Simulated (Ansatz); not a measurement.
**ZrIr₂ (Fd-3m): electronic heat capacity and spin susceptibility from the density of states**

Level of theory: DFT r2SCAN, scalar-relativistic, plane waves, PAW in Ansatz.

Cutoff 500 eV; k points 8×8×8 on the computed 6-atom cell (Γ-centred); Gaussian smearing, width 0.10 eV; no spin polarisation.

Relaxed cell: Fd-3m, a = 7.385 Å, b = 7.385 Å, c = 7.385 Å, α = 90.00°, β = 90.00°, γ = 90.00°, 6 atoms in the primitive cell. Whether it is the stable form of this composition wasn't checked.

The density of states at the Fermi level is 5.715 states/eV in the cell of 6 atoms (2 formula units; both spins, tetrahedra on a 12×12×12 mesh).

Q: What Sommerfeld coefficient and Pauli susceptibility does this give?

A: Per formula unit N(E_F) = 2.858 states/eV. γ = (π²/3) k_B² N(E_F) N_A = 2.357 mJ/(mol K²) per state/eV, so γ = 6.7 mJ/(mol K²), a mole of formula units. χ_P = μ_B² N(E_F) N_A = 3.23×10⁻⁵ emu/mol per state/eV gives 9.2×10⁻⁵ emu/mol. This is the bare band result: a measured γ of the same phase is as a rule larger by a factor 1 + λ from phonons and spin fluctuations, the spin part of χ is larger by the Stoner factor, and a measured χ also holds orbital and core terms. N(E_F) at one energy is sensitive to the mesh where the density of states has sharp peaks.

Spin-orbit coupling is left out, which matters for the bands of heavy elements.